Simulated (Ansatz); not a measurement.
GeSe in space group Pnma (No. 62; Ge on 4c, Se on 4c), DFT-PBE in the program Ansatz with PAW potentials, all energies at zero smearing, with the estimated change up to a 700 eV cutoff added, with one set of potentials and settings (totals compare only within such a set). Cell of 8 atoms (4 Ge, 4 Se): -39058.141 eV.

```json
[
 {"element": "Ge", "reference phase": "Fd-3m, 2 atoms in the cell", "E (eV/atom)": "-4294.9907"},
 {"element": "Se", "reference phase": "P3_121, 3 atoms in the cell", "E (eV/atom)": "-5469.0896"}
]
```

Formation energy per atom, worked out: (-39058.141 − 4×(-4294.9907) − 4×(-5469.0896))/8 = -0.227 eV/atom (-22 kJ per mol of atoms), at 0 K, without zero-point energy or fitted corrections.

The cell was relaxed with PBE under the symmetry of its start. A crystal of weakly bound layers computed without a dispersion correction: the cell and the soft elastic constants depend strongly on that. The references are the lowest solids computed at this level, not always the standard phases.

Potentials: the earlier of the program's two PAW sets.
